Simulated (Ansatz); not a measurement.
# Property card for Be$_{2}$Sn

Be₂Sn:
Space group Fm-3m (No. 225); a = 5.8121 Å, b = 5.8121 Å, c = 5.8121 Å, α = 90.00°, β = 90.00°, γ = 90.00°

```
atom  site  symmetry       x       y       z
----  ----  --------  ------  ------  ------
Sn      4a      m-3m  0.0000  0.0000  0.0000
Be      8c      -43m  0.2500  0.2500  0.2500
```
(The calculation used a cell of 3 atoms; values per cell refer to that cell.)

Space group Fm-3m (No. 225), fluorite or antifluorite type; conventional cell a = b = c = 5.8121 Å, α = β = γ = 90.00°.

Method: DFT-PBE in the program Ansatz with PAW potentials. Geometry: relaxed at this level of theory. Other levels are named where they apply.

**Cell and energy**

| Quantity | Value |
|---|---|
| Volume per atom | 16.36 Å³ |
| Density | 4.63 g/cm³ |
| Formation energy from the elements (no fitted shifts) | 0.55 eV/atom |

**Electronic structure**

| Quantity | Value |
|---|---|
| Electronic character | metallic (no gap) |
| Density of states at the Fermi level | 0.16 states/eV per atom (mean over ±0.08 eV) |
| Gap with spin–orbit coupling | none (metallic) |

**Mechanics**

| Item | Value |
|---|---|
| Bulk modulus (Birch–Murnaghan fit) | 72.8 GPa |
| Pressure derivative B′ | 4.0 |

The cell is a constructed one: a structure type filled with these elements; neither database checked (COD, Materials Project) lists it. Its standing as an ambient phase is unchecked. The PBE relaxation kept the symmetry of its start; its stability against distortions is not shown here. The references are the lowest solids computed at this level, not always the standard phases. Scalar-relativistic: spin–orbit coupling is off unless named, which matters more the heavier the elements.

Potentials: the earlier of the program's two PAW sets.
